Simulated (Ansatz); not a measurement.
SnO₂:
```xyz
6
Lattice="4.7692 0.0000 0.0000 0.0000 4.7692 0.0000 0.0000 0.0000 3.2120" Properties=species:S:1:pos:R:3 pbc="T T T"
Sn     2.3846     2.3846     1.6060
Sn     0.0000     0.0000     0.0000
O      1.4607     1.4607     0.0000
O      3.3085     3.3085     0.0000
O      3.8453     0.9239     1.6060
O      0.9239     3.8453     1.6060
```

Relaxed with PBEsol.

**Question.** Which orbitals make up the states near the band edges in plane-wave PAW PBEsol (Ansatz code)?

**Answer.** Top 1 eV of the valence band: O 2p 98 %. Bottom 1 eV of the conduction band: Sn 5s 52 %, O 2s 26 %, O 2p 19 %. Projections are on Löwdin-orthogonalised atomic valence shells; empty p or d shells of many metals are not among them.

**Question.** Tabulate the density of states.

**Answer.** States/eV per cell of 6 atoms, in 0.25 eV bins, energy from the valence-band maximum.

| E (eV) | total | O 2p | Sn 5s | Sn 5p |
|---|---|---|---|---|
| -7.85 | 1.09 | 0.62 | 0.40 | 0.03 |
| -7.60 | 2.05 | 1.18 | 0.74 | 0.07 |
| -7.35 | 2.09 | 1.20 | 0.72 | 0.07 |
| -7.10 | 1.74 | 1.00 | 0.56 | 0.07 |
| -6.85 | 2.02 | 1.17 | 0.64 | 0.07 |
| -6.60 | 1.18 | 0.69 | 0.35 | 0.05 |
| -6.35 | 1.02 | 0.61 | 0.28 | 0.05 |
| -6.10 | 1.17 | 0.71 | 0.29 | 0.07 |
| -5.85 | 0.92 | 0.57 | 0.21 | 0.05 |
| -5.60 | 0.80 | 0.51 | 0.16 | 0.06 |
| -5.35 | 1.41 | 0.99 | 0.11 | 0.25 |
| -5.10 | 1.92 | 1.39 | 0.10 | 0.36 |
| -4.85 | 2.57 | 1.88 | 0.09 | 0.51 |
| -4.60 | 2.50 | 1.85 | 0.08 | 0.47 |
| -4.35 | 2.88 | 2.17 | 0.07 | 0.54 |
| -4.10 | 3.78 | 2.90 | 0.07 | 0.69 |
| -3.85 | 4.29 | 3.32 | 0.07 | 0.73 |
| -3.60 | 3.37 | 2.66 | 0.05 | 0.52 |
| -3.35 | 3.27 | 2.62 | 0.04 | 0.46 |
| -3.10 | 2.98 | 2.45 | 0.03 | 0.36 |
| -2.85 | 3.15 | 2.66 | 0.02 | 0.33 |
| -2.60 | 3.01 | 2.56 | 0.03 | 0.28 |
| -2.35 | 2.85 | 2.47 | 0.02 | 0.23 |
| -2.10 | 3.51 | 3.11 | 0.02 | 0.21 |
| -1.85 | 4.49 | 4.13 | 0.02 | 0.15 |
| -1.60 | 5.12 | 4.83 | 0.02 | 0.09 |
| -1.35 | 7.40 | 7.09 | 0.02 | 0.06 |
| -1.10 | 7.81 | 7.56 | 0.02 | 0.05 |
| -0.85 | 10.22 | 10.01 | 0.01 | 0.04 |
| -0.60 | 3.59 | 3.51 | 0.00 | 0.03 |
| -0.35 | 1.19 | 1.17 | 0.00 | 0.01 |
| -0.10 | 0.28 | 0.28 | 0.00 | 0.00 |
| 0.15 | 0.00 | 0.00 | 0.00 | 0.00 |
| 0.40 | 0.00 | 0.00 | 0.00 | 0.00 |
| 0.65 | 0.00 | 0.00 | 0.00 | 0.00 |
| 0.90 | 0.00 | 0.00 | 0.00 | 0.00 |
| 1.15 | 0.01 | 0.00 | 0.01 | 0.00 |
| 1.40 | 0.04 | 0.01 | 0.02 | 0.00 |
| 1.65 | 0.06 | 0.01 | 0.03 | 0.00 |
| 1.90 | 0.08 | 0.02 | 0.04 | 0.00 |
| 2.15 | 0.11 | 0.03 | 0.05 | 0.01 |
| 2.40 | 0.14 | 0.04 | 0.06 | 0.01 |
| 2.65 | 0.18 | 0.05 | 0.08 | 0.01 |
| 2.90 | 0.22 | 0.06 | 0.09 | 0.01 |
| 3.15 | 0.27 | 0.08 | 0.12 | 0.02 |
| 3.40 | 0.33 | 0.10 | 0.14 | 0.03 |
| 3.65 | 0.41 | 0.13 | 0.17 | 0.03 |
| 3.90 | 0.59 | 0.19 | 0.25 | 0.05 |
| 4.15 | 0.66 | 0.22 | 0.28 | 0.05 |
| 4.40 | 0.77 | 0.26 | 0.34 | 0.05 |
| 4.65 | 1.61 | 0.53 | 0.72 | 0.14 |
| 4.90 | 2.19 | 0.71 | 0.98 | 0.22 |
| 5.15 | 1.83 | 0.61 | 0.80 | 0.19 |
| 5.40 | 1.65 | 0.56 | 0.73 | 0.16 |
| 5.65 | 1.54 | 0.54 | 0.69 | 0.14 |

Space group P4_2/mnm (rutile). The PBEsol relaxation kept the symmetry of its start. Scalar-relativistic: spin–orbit coupling is off unless named, which matters more the heavier the elements.

Potentials: the later of the program's two PAW sets.
